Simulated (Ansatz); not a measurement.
## What DFT gives for ScSi2Pd2

```
CELL_PARAMETERS angstrom
0.00000 3.95715 0.00000
4.04367 0.00000 0.00000
2.02184 1.97857 -10.04188
ATOMIC_POSITIONS crystal
Si 0.60600 0.35600 0.28800
Si 0.39400 0.64400 0.71200
Pd 0.96290 0.71290 0.57420
Pd 0.03710 0.28710 0.42580
Pd 0.46190 0.21190 0.57620
Pd 0.53810 0.78810 0.42380
Sc 0.16500 0.91500 0.17000
Sc 0.83500 0.08500 0.83000
Si 0.71600 0.46600 0.06800
Si 0.28400 0.53400 0.93200
```

Level: m-r2SCAN, no spin polarisation; 500 eV; 6×6×6 Γ-centred mesh; gaussian occupations (width 0.1541 eV); Ansatz 0.2.0, fixed geometry.

Q: Where is the largest force?

A: The largest is on Pd5 (and as large on other atoms): 4.87 eV/Å, components (0.00, 0.00, -4.87). It makes 56° with the line to a nearest neighbour, Si2 at 2.44 Å.

Q: Metal or insulator?

A: It is a metal, with about 4.4 states/eV a cell as the mean within 0.25 eV of the Fermi level, mostly Pd d (33 %), Sc d (32 %) and Si p (22 %).

Q: Which element gives electrons and which takes them?

A: Bader charges in e: Sc +1.59, Si -1.19 to +0.47, Pd -0.43. In the mean Sc gives up most and Pd takes most.

Q: What does the stress say?

A: The pressure is 8.7 GPa (compression positive), so with the atoms held at these fractions the cell would first expand; the forces are large, so a full relaxation may end otherwise. The principal stresses 6.0, 8.9, 11.2 GPa differ, so its shape would change too.

Origin: a known structure type with other elements, at an estimated volume, so it need not be a known compound. Caveats: atoms or cell far from equilibrium; wide smearing; m-r2SCAN is r2SCAN with a changed spin dependence that lowers moments.
